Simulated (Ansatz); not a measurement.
GaSb in space group Immm (No. 71; Ga on 2c, Sb on 2a) at seven volumes, LDA in the plane-wave PAW code Ansatz, shape and atoms relaxed at each. One row is withheld.

```tsv
V (Å³/atom)	P (GPa)
20.474	8.13
21.149	4.93
21.824	2.24
22.499	0.00
23.174	?
23.848	-3.41
24.523	-4.75
```

Question: Fit the shown pressures and predict the withheld one.

Answer: Third-order Birch–Murnaghan: P = (3/2)B₀(x^(7/2) − x^(5/2))[1 + (3/4)(B′ − 4)(x − 1)] with x = (V₀/V)^(2/3). Least squares on the six rows gives V₀ = 22.501 Å³/atom, B₀ = 68.12 GPa, B′ = 4.95. At V = 23.174, x = 0.9805 and P = -1.87 GPa. The run itself gave -1.82 GPa.

The start of the workflow was typed in or built on a structure type; the Crystallography Open Database copy checked does not list it. It is not the phase usual at ambient conditions (space group No. 216). The cell was relaxed with LDA under the symmetry of its start; whether a distortion lowers the energy is not shown. Spin–orbit coupling is left out wherever it is not named.

Potentials: the earlier of the program's two PAW sets. The files were generated under PBE; for other functionals the program regenerates the frozen cores, and for LDA and PBEsol the local potential too.
